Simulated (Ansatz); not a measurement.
Ge2Sb2Te5:
```yaml
crystal:
  lattice:
    - [4.23210, 0.00000, 0.00000]
    - [-2.11605, 3.66510, 0.00000]
    - [0.00000, 0.00000, 16.87260]
  atoms:
    - { symbol: Ge, position: [0.33333, 0.66667, 0.89928] }
    - { symbol: Ge, position: [0.66667, 0.33333, 0.10072] }
    - { symbol: Sb, position: [0.00000, 0.00000, 0.68197] }
    - { symbol: Sb, position: [0.00000, 0.00000, 0.31803] }
    - { symbol: Te, position: [0.00000, 0.00000, 0.00000] }
    - { symbol: Te, position: [0.66667, 0.33333, 0.80078] }
    - { symbol: Te, position: [0.33333, 0.66667, 0.19922] }
    - { symbol: Te, position: [0.33333, 0.66667, 0.57962] }
    - { symbol: Te, position: [0.66667, 0.33333, 0.42038] }
```

DFT-PBE+D3(BJ) in the program Ansatz with PAW potentials gives a gap of 0.13 eV without spin–orbit coupling, maximum at Γ, minimum on the K–Γ line, 84 % of the way from K.

### Question
What happens when spin–orbit coupling is switched on?

### Answer
The gap closes at this level.

Space group P-3m1. The cell was relaxed with PBE+D3(BJ) under the symmetry of its start.

Potentials: the earlier of the program's two PAW sets.
